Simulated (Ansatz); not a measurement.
How much do the gradients of La7Rh3 depend on the method?

Cell: a computed structure from the Materials Project (it need not be an observed phase), its atoms then relaxed with PBE in this cell.

Space group P6_3mc (No. 186); a = 10.3159, c = 6.4882 Å, γ = 120.00°.

```
site  Wyckoff  site symmetry       x       y       z
 La1       2b            3m.  0.6667  0.3333  0.5598
 La3       6c            .m.  0.8747  0.7495  0.7858
 La9       6c            .m.  0.4607  0.9214  0.5968
  Rh       6c            .m.  0.1880  0.3760  0.8333
```

One atom of each set is listed.

First run. The numbers come from a DFT calculation in Ansatz (PBE, plane waves and PAW, scalar-relativistic, 420 eV cutoff, Γ-centred 4×4×5 k-points, Fermi–Dirac smearing 0.05 eV).

```
site  V_zz (10²¹ V/m²)     η
 La1             -4.05  0.00
 La3              6.70  0.52
 La9              7.56  0.67
  Rh              7.27  0.80
```

Second run. The same atoms and settings, except that the functional is r2SCAN and the cutoff is 500 eV.

Task: What does the second run give?

Result: 

```csv
site,V_zz,η,change of V_zz
La1,-4.92,0.00,-0.87
La3,6.37,0.73,-0.33
La9,7.44,0.69,-0.12
Rh,8.72,0.74,+1.45
```

The largest change of V_zz is on Rh, from 7.27 to 8.72. In per cent, |V_zz| changes by -5 to +22 on La, +20 on Rh (all sites that start above 2). Where |V_zz| stays above 0.1, η moves most on La3, from 0.52 to 0.73.

With no gap above 0.1 eV, as in a metal, the gradients converge slowly in k; expect changes of a tenth or more on a denser mesh. Without spin–orbit coupling (the program notes it for La and Rh) the gradients can shift somewhat, as the gap is small. With these PAW files V_zz is typically within 2 to 3 % of all-electron values, but misses above 10 % occur on Rh.
